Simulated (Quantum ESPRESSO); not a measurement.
## Calculated data, AlSi5GeAs (made-up cell)

Calculation on a made-up crystal cell, not a measurement: periodic Kohn-Sham density functional theory in plane waves with PseudoDojo standard norm-conserving scalar-relativistic pseudopotentials, each functional with its own files (v0.5 for PBE, v0.4.1 for LDA and PBEsol), no spin polarisation, no spin-orbit coupling, atoms not relaxed, stress positive in tension, energies less a fixed whole-eV offset for each atom's element; levels are Kohn-Sham levels at fractions of this cell's reciprocal vectors, counted from the reference band (half the neutral cell's valence electrons, rounded up) at Gamma; error bars cover cutoff and k-mesh only, not smearing or the files; added strain carries the atoms with the cell, and shear is the tensor component; each bar is the largest change over components, and at least 0.002 eV, 0.002 eV per angstrom or 0.02 GPa; energies are for the whole cell, and the offsets were chosen from early runs and are not element reference energies. Program: Quantum ESPRESSO 7.5.

Settings shared by all entries: lattice type zincblende/diamond; functional pbe; cutoff 1143 eV; fermi dirac smearing 0.1 eV; scf tolerance 1e-07 eV; electrons removed 0; k mesh 6 x 6 x 6, shifted by half a step.

(1) 
```cif
# cell vector a (Å): 5.7476 0.0557 0.0266
# cell vector b (Å): 0.0557 5.6252 -0.0060
# cell vector c (Å): 0.0266 -0.0060 5.6204
data_AlSi5GeAs
_symmetry_space_group_name_H-M 'P 1'
_symmetry_Int_Tables_number 1
_cell_length_a 5.7479
_cell_length_b 5.6255
_cell_length_c 5.6205
_cell_angle_alpha 90.120
_cell_angle_beta 89.464
_cell_angle_gamma 88.878
_cell_volume 181.69
loop_
_atom_site_label
_atom_site_type_symbol
_atom_site_fract_x
_atom_site_fract_y
_atom_site_fract_z
_atom_site_occupancy
Si1 Si 0.99680 0.00037 0.00244 1
Ge1 Ge 0.99757 0.48930 0.49705 1
Si2 Si 0.50148 0.99319 0.50571 1
Si3 Si 0.50378 0.49612 0.00446 1
As1 As 0.24984 0.24732 0.24184 1
Al1 Al 0.26260 0.75262 0.75810 1
Si4 Si 0.74834 0.24672 0.75501 1
Si5 Si 0.75774 0.75595 0.24818 1
_calc_free_energy_less_offsets 1.238  # eV
_calc_smearing_term_minus_ts -0.02527  # eV
_calc_scf_iterations 10
_calc_pressure -2.047  # GPa
_calc_stress_xx 3.087  # GPa
_calc_stress_yy 1.523  # GPa
_calc_stress_zz 1.531  # GPa
_calc_stress_yz 0.4775  # GPa
_calc_stress_xz 1.612  # GPa
_calc_stress_xy 1.259  # GPa
_calc_fermi_level 0.04627  # eV
_calc_reference_band 26
_calc_error_bar_energy 0.003547  # eV
_calc_error_bar_stress 0.02  # GPa
_calc_error_bar_force 0.005734  # eV/angstrom
_calc_error_bar_next_band_up 0.002  # eV
_calc_error_bar_fermi_level 0.008554  # eV
_calc_error_bars_from 'tighter rerun of a related cell'
```

Atoms:
```tsv
atoms element	atom site	atom energy offset (eV)
Si	1	-115
Ge	2	-2430
Si	3	-115
Si	4	-115
As	5	-2887
Al	6	-64
Si	7	-115
Si	8	-115
```

Forces:
```tsv
site	x (eV/Å)	y (eV/Å)	z (eV/Å)
1	-0.2131	-0.3563	-0.5996
2	-0.129	1.185	1.024
3	0.6818	0.1665	-0.09952
4	0.6921	0.5779	-0.2044
5	0.4804	-0.5344	0.1537
6	-0.7377	-0.4333	-0.2019
7	-0.2152	-0.298	-0.1391
8	-0.5592	-0.3076	0.06732
```

Levels:
```tsv
level k point	next band up (eV)
Gamma	0.1193
(1/2,1/2,1/2)	-0.1951
(0.15,0,0)	0.3016
(0,0.15,0)	0.1767
(0,0,0.15)	0.1708
```

(2) 
```cif
# cell vector a (Å): 5.7476 0.0557 0.0266
# cell vector b (Å): 0.0557 5.6252 -0.0060
# cell vector c (Å): 0.0266 -0.0060 5.6204
data_AlSi5GeAs
_symmetry_space_group_name_H-M 'P 1'
_symmetry_Int_Tables_number 1
_cell_length_a 5.7479
_cell_length_b 5.6255
_cell_length_c 5.6205
_cell_angle_alpha 90.120
_cell_angle_beta 89.464
_cell_angle_gamma 88.878
_cell_volume 181.69
loop_
_atom_site_label
_atom_site_type_symbol
_atom_site_fract_x
_atom_site_fract_y
_atom_site_fract_z
_atom_site_occupancy
Si1 Si 0.99680 0.00037 0.00244 1
Ge1 Ge 0.99757 0.48930 0.49705 1
Si2 Si 0.50148 0.99319 0.50571 1
Si3 Si 0.50378 0.49612 0.00446 1
As1 As 0.24984 0.24732 0.24184 1
Al1 Al 0.26490 0.75259 0.75809 1
Si4 Si 0.74834 0.24672 0.75501 1
Si5 Si 0.75774 0.75595 0.24818 1
_calc_free_energy_less_offsets 1.249  # eV
_calc_smearing_term_minus_ts -0.0255  # eV
_calc_scf_iterations 10
_calc_pressure -2.027  # GPa
_calc_stress_xx 3.081  # GPa
_calc_stress_yy 1.497  # GPa
_calc_stress_zz 1.503  # GPa
_calc_stress_yz 0.5688  # GPa
_calc_stress_xz 1.602  # GPa
_calc_stress_xy 1.244  # GPa
_calc_fermi_level 0.04076  # eV
_calc_reference_band 26
_calc_error_bar_energy 0.003547  # eV
_calc_error_bar_stress 0.02  # GPa
_calc_error_bar_force 0.005734  # eV/angstrom
_calc_error_bar_next_band_up 0.002  # eV
_calc_error_bar_fermi_level 0.008554  # eV
_calc_error_bars_from 'tighter rerun of a related cell'
```

Atoms:
```tsv
atoms element	atom site	atom energy offset (eV)
Si	1	-115
Ge	2	-2430
Si	3	-115
Si	4	-115
As	5	-2887
Al	6	-64
Si	7	-115
Si	8	-115
```

Forces:
```tsv
site	x (eV/Å)	y (eV/Å)	z (eV/Å)
1	-0.1773	-0.3863	-0.6303
2	-0.1059	1.203	1.04
3	0.721	0.2024	-0.1376
4	0.7282	0.5437	-0.1723
5	0.4683	-0.5346	0.1534
6	-0.8746	-0.4222	-0.1833
7	-0.2079	-0.2988	-0.1379
8	-0.5518	-0.3071	0.06752
```

Levels:
```tsv
level k point	next band up (eV)
Gamma	0.1117
(1/2,1/2,1/2)	-0.1915
(0.15,0,0)	0.292
(0,0.15,0)	0.1683
(0,0,0.15)	0.1618
```

(3) 
```cif
# cell vector a (Å): 5.7476 0.0557 0.0266
# cell vector b (Å): 0.0557 5.6252 -0.0060
# cell vector c (Å): 0.0266 -0.0060 5.6204
data_AlSi5GeAs
_symmetry_space_group_name_H-M 'P 1'
_symmetry_Int_Tables_number 1
_cell_length_a 5.7479
_cell_length_b 5.6255
_cell_length_c 5.6205
_cell_angle_alpha 90.120
_cell_angle_beta 89.464
_cell_angle_gamma 88.878
_cell_volume 181.69
loop_
_atom_site_label
_atom_site_type_symbol
_atom_site_fract_x
_atom_site_fract_y
_atom_site_fract_z
_atom_site_occupancy
Si1 Si 0.99680 0.00037 0.00244 1
Ge1 Ge 0.99757 0.48930 0.49705 1
Si2 Si 0.50148 0.99319 0.50571 1
Si3 Si 0.50378 0.49612 0.00446 1
As1 As 0.24984 0.24732 0.24184 1
Al1 Al 0.26808 0.75256 0.75807 1
Si4 Si 0.74834 0.24672 0.75501 1
Si5 Si 0.75774 0.75595 0.24818 1
_calc_free_energy_less_offsets 1.266  # eV
_calc_smearing_term_minus_ts -0.02586  # eV
_calc_scf_iterations 10
_calc_pressure -1.995  # GPa
_calc_stress_xx 3.074  # GPa
_calc_stress_yy 1.454  # GPa
_calc_stress_zz 1.457  # GPa
_calc_stress_yz 0.6965  # GPa
_calc_stress_xz 1.588  # GPa
_calc_stress_xy 1.223  # GPa
_calc_fermi_level 0.0334  # eV
_calc_reference_band 26
_calc_error_bar_energy 0.003547  # eV
_calc_error_bar_stress 0.02  # GPa
_calc_error_bar_force 0.005734  # eV/angstrom
_calc_error_bar_next_band_up 0.002  # eV
_calc_error_bar_fermi_level 0.008554  # eV
_calc_error_bars_from 'tighter rerun of a related cell'
```

Atoms:
```tsv
atoms element	atom site	atom energy offset (eV)
Si	1	-115
Ge	2	-2430
Si	3	-115
Si	4	-115
As	5	-2887
Al	6	-64
Si	7	-115
Si	8	-115
```

Forces:
```tsv
site	x (eV/Å)	y (eV/Å)	z (eV/Å)
1	-0.1287	-0.4263	-0.6711
2	-0.07475	1.226	1.063
3	0.7758	0.2536	-0.1918
4	0.7787	0.4948	-0.1263
5	0.4517	-0.535	0.1529
6	-1.063	-0.4075	-0.1579
7	-0.1979	-0.2998	-0.1363
8	-0.5415	-0.3063	0.06771
```

Levels:
```tsv
level k point	next band up (eV)
Gamma	0.1017
(1/2,1/2,1/2)	-0.185
(0.15,0,0)	0.2783
(0,0.15,0)	0.1565
(0,0,0.15)	0.1492
```

(4) 
```cif
# cell vector a (Å): 5.7476 0.0557 0.0266
# cell vector b (Å): 0.0557 5.6252 -0.0060
# cell vector c (Å): 0.0266 -0.0060 5.6204
data_AlSi5GeAs
_symmetry_space_group_name_H-M 'P 1'
_symmetry_Int_Tables_number 1
_cell_length_a 5.7479
_cell_length_b 5.6255
_cell_length_c 5.6205
_cell_angle_alpha 90.120
_cell_angle_beta 89.464
_cell_angle_gamma 88.878
_cell_volume 181.69
loop_
_atom_site_label
_atom_site_type_symbol
_atom_site_fract_x
_atom_site_fract_y
_atom_site_fract_z
_atom_site_occupancy
Si1 Si 0.99680 0.00037 0.00244 1
Ge1 Ge 0.99757 0.48930 0.49705 1
Si2 Si 0.50148 0.99319 0.50571 1
Si3 Si 0.50378 0.49612 0.00446 1
As1 As 0.24984 0.24732 0.24184 1
Al1 Al 0.27311 0.75251 0.75805 1
Si4 Si 0.74834 0.24672 0.75501 1
Si5 Si 0.75774 0.75595 0.24818 1
_calc_free_energy_less_offsets 1.301  # eV
_calc_smearing_term_minus_ts -0.02651  # eV
_calc_scf_iterations 10
_calc_pressure -1.934  # GPa
_calc_stress_xx 3.064  # GPa
_calc_stress_yy 1.37  # GPa
_calc_stress_zz 1.369  # GPa
_calc_stress_yz 0.9016  # GPa
_calc_stress_xz 1.568  # GPa
_calc_stress_xy 1.191  # GPa
_calc_fermi_level 0.02266  # eV
_calc_reference_band 26
_calc_error_bar_energy 0.003547  # eV
_calc_error_bar_stress 0.02  # GPa
_calc_error_bar_force 0.005734  # eV/angstrom
_calc_error_bar_next_band_up 0.002  # eV
_calc_error_bar_fermi_level 0.008554  # eV
_calc_error_bars_from 'tighter rerun of this cell'
```

Atoms:
```tsv
atoms element	atom site	atom energy offset (eV)
Si	1	-115
Ge	2	-2430
Si	3	-115
Si	4	-115
As	5	-2887
Al	6	-64
Si	7	-115
Si	8	-115
```

Forces:
```tsv
site	x (eV/Å)	y (eV/Å)	z (eV/Å)
1	-0.05465	-0.4859	-0.7319
2	-0.02756	1.261	1.096
3	0.8635	0.3378	-0.2809
4	0.8598	0.4142	-0.05042
5	0.4257	-0.5354	0.1519
6	-1.359	-0.3857	-0.1188
7	-0.1823	-0.3015	-0.1337
8	-0.5255	-0.3048	0.06778
```

Levels:
```tsv
level k point	next band up (eV)
Gamma	0.08715
(1/2,1/2,1/2)	-0.1711
(0.15,0,0)	0.2561
(0,0.15,0)	0.138
(0,0,0.15)	0.1295
```
